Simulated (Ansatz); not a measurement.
# Generalised stacking fault in Ag

All numbers below come from Ansatz 0.2.0, DFT PBEsol, scalar-relativistic, plane waves, PAW. Cutoff 420 eV, Γ-centred 18×18×4 k-points, Gaussian smearing of 0.15 eV. No spin polarisation. Energies are free energies at this smearing, counted from the undisturbed cell; pressure is positive in compression.

The starting cell (as given, not relaxed at this level; it stands at -2.6 GPa):

```xyz
6
Lattice="2.0431 -2.0431 0.0000 2.0431 0.0000 -2.0431 8.1724 8.1724 8.1724" Properties=species:S:1:pos:R:3 pbc="T T T"
Ag    3.4050   -0.6812   -0.6812
Ag    7.4912    7.4912    7.4912
Ag    3.4050    1.3619    1.3619
Ag    7.4912    3.4050    3.4050
Ag    3.4050    3.4050    3.4050
Ag    7.4912    5.4481    5.4481
```

The cut lies on the cell's a–b face, a (1 1 1) plane (indices in the standard cell, whose axes needn't be the Cartesian ones shown) of area 7.23 Å², between layers 2.36 Å apart. Vector c is tilted by f times 1·a + 1·b (length 5.005 Å) with the atoms' Cartesian places fixed: one unrelaxed fault a cell. The cell is metallic on the mesh throughout.

| f | γ (mJ/m²) |
| --- | --- |
| 0.0000 | 0 |
| 0.0833 | 132 |
| 0.1667 | 569 |
| 0.2500 | 1136 |
| 0.3333 | 1407 |
| 0.4167 | 1133 |
| 0.5000 | 574 |
| 0.5833 | 151 |
| 0.6667 | 25 |
| 0.7500 | 83 |
| 0.8333 | 126 |
| 0.9167 | 64 |

Q: Predict the shear traction, the slope of γ along the slip (GPa) at each point.

A:
```
     f shear traction, the slope of γ along the slip (GPa)
0.0000                                                  0.0
0.0833                                                  6.8
0.1667                                                 13.4
0.2500                                                 11.9
0.3333                                                 -0.1
0.4167                                                -11.8
0.5000                                                -13.1
0.5833                                                 -6.6
0.6667                                                  0.0
0.7500                                                  1.9
0.8333                                                 -0.2
0.9167                                                 -2.3
```